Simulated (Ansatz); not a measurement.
The relaxed structure here is a generated cell of WS2: the first start was made by placing the elements on the sites of a structure type, and the end was not matched to a known phase here, so it may be hypothetical. Known forms of WS2 include space group No. 194.

A relaxed structure of WS$_{2}$. Space group P321 (No. 150), AFLOW prototype A2B_hP9_150_ef_bd (C22, as in Fe2P). The numbers are results of PBE (plane waves to 420 eV, PAW, scalar-relativistic; Ansatz, an electronic-structure program), not measurements.

```cif
data_S6W3
_chemical_formula_sum 'S6 W3'
_space_group_name_H-M_alt 'P 1'
_space_group_IT_number 1
_cell_length_a 6.32414
_cell_length_b 6.32414
_cell_length_c 4.38598
_cell_angle_alpha 90.000
_cell_angle_beta 90.000
_cell_angle_gamma 120.000
loop_
_space_group_symop_operation_xyz
  'x, y, z'
loop_
_atom_site_label
_atom_site_type_symbol
_atom_site_fract_x
_atom_site_fract_y
_atom_site_fract_z
_atom_site_occupancy
S1 S 0.27570 0.00000 0.00000 1
S2 S 0.00000 0.27570 0.00000 1
S3 S 0.72430 0.72430 0.00000 1
S4 S 0.62478 0.00000 0.50000 1
S5 S 0.00000 0.62478 0.50000 1
S6 S 0.37522 0.37522 0.50000 1
W1 W 0.00000 0.00000 0.50000 1
W2 W 0.33333 0.66667 0.78009 1
W3 W 0.66667 0.33333 0.21991 1
```

| Property | Result |
|---|---|
| Volume per atom | 16.88 Å³ |
| Band gap | no gap (metallic) |
| Shortest distances | S–W 2.34 Å; S–S 3.02 Å |
| k-mesh | 9×9×11 |

Band energies at high-symmetry points (eV from the Fermi level; labels of this space group; no spin-orbit coupling), from −5 eV up to 1.5 eV:

| point | energies |
|---|---|
| Γ | -4.46 -4.46 -4.20 -4.16 -4.16 -3.26 -3.26 -1.76 -1.60 -1.60 -1.01 -0.79 -0.32 -0.32 0.11 0.11 1.00 1.00 1.52 |
| M | -4.89 -4.55 -4.50 -4.12 -3.83 -3.34 -2.85 -2.82 -2.12 -2.07 -1.82 -1.40 -0.42 -0.40 -0.04 0.60 1.23 1.25 |
| K | -4.83 -4.83 -4.56 -3.77 -3.77 -3.35 -2.80 -2.80 -2.31 -2.31 -1.79 -0.91 -0.48 -0.48 0.27 0.27 1.27 1.27 1.49 1.52 |
| A | -4.35 -4.19 -4.19 -3.46 -3.12 -2.33 -2.33 -0.81 -0.81 -0.38 -0.13 -0.13 0.17 0.17 0.54 0.66 |
| L | -4.88 -4.23 -4.16 -3.31 -3.16 -3.12 -2.93 -2.37 -1.73 -1.69 -1.43 -0.62 -0.59 0.17 0.34 0.63 0.76 |
| H | -4.45 -4.45 -4.44 -3.40 -3.25 -3.25 -2.88 -2.70 -2.70 -2.64 -1.64 -1.64 -0.59 -0.34 -0.34 0.41 0.88 0.88 |

No spin polarisation in the result.

The run could not lower the symmetry of its start; a shaken copy of this end point relaxes with PBE to C2/m (No. 12), 0.43 eV/atom lower.
